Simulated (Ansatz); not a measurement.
TiAl:
Space group R-3m, hexagonal axes (No. 166); a = 2.8506 Å, b = 2.8506 Å, c = 13.9076 Å, α = 90.00°, β = 90.00°, γ = 120.00°

| atom | site | symmetry | x | y | z |
|---|---|---|---|---|---|
| Al | 3a | -3m | 0.0000 | 0.0000 | 0.0000 |
| Ti | 3b | -3m | 0.0000 | 0.0000 | 0.5000 |
(The calculation used a cell of 2 atoms; values per cell refer to that cell.)

Relaxed with PBEsol.

### Question
Decompose the optical modes at the zone centre into irreducible representations, and say which are infrared and Raman allowed.

### Answer
Point group -3m: Γ_opt = A2u + Eu. Infrared: A2u, Eu. Raman: none.

### Question
Assign frequencies (DFPT, PBEsol (plane waves, PAW; program Ansatz)).

### Answer
Eu 177, A2u 326 cm⁻¹.

A made-up cell: these elements were put on the sites of a structure type; neither database checked (COD, Materials Project) lists it. It is not the phase usual at ambient conditions (space group No. 123). The PBEsol relaxation kept the symmetry of its start. At this level the phase is mechanically unstable. No spin polarisation was allowed. As this level gives no gap, phonon frequencies hold no LO–TO term and depend on the k-mesh and smearing (Fermi–Dirac, 0.1 eV here). Axis ratios of metals converge slowly with the k-mesh, so a and c are less sure than the volume.

Potentials: the later of the program's two PAW sets.
